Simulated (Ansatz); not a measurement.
Ru: from a starting cell to a relaxed one

The start is a relaxed Ru cell with every coordinate shifted by Gaussian noise of σ = 0.45 Å. A full variable-cell relaxation at zero pressure is run with PBEsol (plane waves to 420 eV, PAW, scalar-relativistic; Ansatz, a program for electronic structure). First-step values are on the input's coarse k-mesh.

Ansatz input (later rounds restart from its end on a renewed k-mesh):
Ansatz 0.2 input:
```yaml
crystal:
  lattice:
    - [2.691958068, 0, 0]
    - [-1.345979034, 2.3313040728, 0]
    - [0, 0, 4.2459632857]
  atoms:
    - { symbol: Ru, position: [0.3031451155, 0.8491848101, 0.6679263248] }
    - { symbol: Ru, position: [0.7688488129, 0.38819498, 0.2101958967] }
basis: { ecutwfc: 420, ecutrho_ratio: 4, xc_grid: 2, fft_grid_basis: typed }
kpoints: { mp_grid: { grid: [14, 14, 8] } }
hamiltonian:
  xc: pbesol
  dispersion: none
  pseudopotentials: { azcp: { folder: ./paw }, kind: paw }
scf: { occupations: { method: fermi_dirac, width: 0.05 } }
relax: { f_tol: 0.01, max_steps: 100, cell: { stress_tol: 0.02 } }
output: { forces: true, stress: true }
```

**Question.** What pressure does the first self-consistent step give?

**Answer.** +19.0 GPa (positive: the cell is compressed).

**Question.** What is the largest force in the starting geometry, and on which atom (counted from 1)?

**Answer.** 3.51 eV/Å, on Ru1, Ru2 (atoms numbered as listed).

**Question.** How much energy is released per atom?

**Answer.** 0.69 eV/atom.

**Question.** Does it find its way back to the structure it was made from?

**Answer.** It returns to the parent structure, P6₃/mmc (No. 194).

**Question.** How do the shortest distances between atoms change?

**Answer.** The closest pairs of elements (up to four, under 3.6 Å), start → end: Ru–Ru 2.37 → 2.63 Å.

**Question.** What band gap does the relaxed structure have at this level?

**Answer.** Zero (metallic).

The end point of the relaxation:

```cif
data_Ru2
_chemical_formula_sum 'Ru2'
_space_group_name_H-M_alt 'P63/mmc'
_space_group_IT_number 194
_space_group_name_Hall '-P 6c 2c'
_cell_length_a 2.69196
_cell_length_b 2.69196
_cell_length_c 4.24596
_cell_angle_alpha 90.000
_cell_angle_beta 90.000
_cell_angle_gamma 120.000
loop_
_atom_site_label
_atom_site_type_symbol
_atom_site_symmetry_multiplicity
_atom_site_Wyckoff_symbol
_atom_site_fract_x
_atom_site_fract_y
_atom_site_fract_z
_atom_site_occupancy
Ru1 Ru 2 c 0.33333 0.66667 0.25000 1
```

Final values are on a 20×20×11 k-mesh of the relaxed cell. No spin polarisation in the result.

The run could not lose the symmetry of its start.
